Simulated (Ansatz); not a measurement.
One crystal and one scan (energy against volume) at two levels, PBE (plane waves to 420 eV, PAW, scalar-relativistic; Ansatz, a quantum-chemistry and plane-wave program) and r2SCAN (plane waves to 500 eV, PAW, scalar-relativistic; Ansatz), each from its own relaxed cell and on its own mesh.

The crystal is GaCuSe2 (chalcopyrite); the cell is scaled evenly about its relaxed volume V₀.

Energies are smeared free energies. GaCuSe2 is run without spin polarisation. GaCuSe2 was relaxed with its symmetry unable to fall. The PAW data are Ansatz's earlier set. With the shape held, the modulus is that of even scaling; a crystal free to change shape is softer. Both scans cover V/V₀ from 0.840 to 1.160.

| quantity | run 1 | run 2 |
|---|---|---|
| Lattice constant a (Å) | 5.672 | 5.608 |
| Lattice constant c (Å) | 11.26 | 11.10 |
| Relaxed volume (Å³/atom) | 22.65 | 21.81 |
| Pressure at the smallest volume (GPa) | 16.0 | 18.4 |
| Energy cost of the largest compression (meV/atom) | 153 | 170 |
| Energy cost of the largest expansion (meV/atom) | 82 | 91 |
| Bulk modulus at fixed cell shape B₀ (third-order Birch-Murnaghan fit) (GPa) | 60.1 | 69.6 |
| Pressure for 5 % compression (fit) (GPa) | 3.5 | 4.0 |

### Question
Which run is which level?

### Answer
Run 1 is PBE, run 2 is r2SCAN. PBE gives the higher value for: lattice constant a; lattice constant c; relaxed volume. PBE gives the lower value for: pressure at the smallest volume; energy cost of the largest compression; energy cost of the largest expansion; bulk modulus at fixed cell shape B₀; pressure for 5 % compression. (PBE) At this level the bands of GaCuSe2 touch or barely overlap; measurements give the solid a gap.

(Under strain, the slope of the energy per volume gives the stress and its curvature an elastic modulus.)
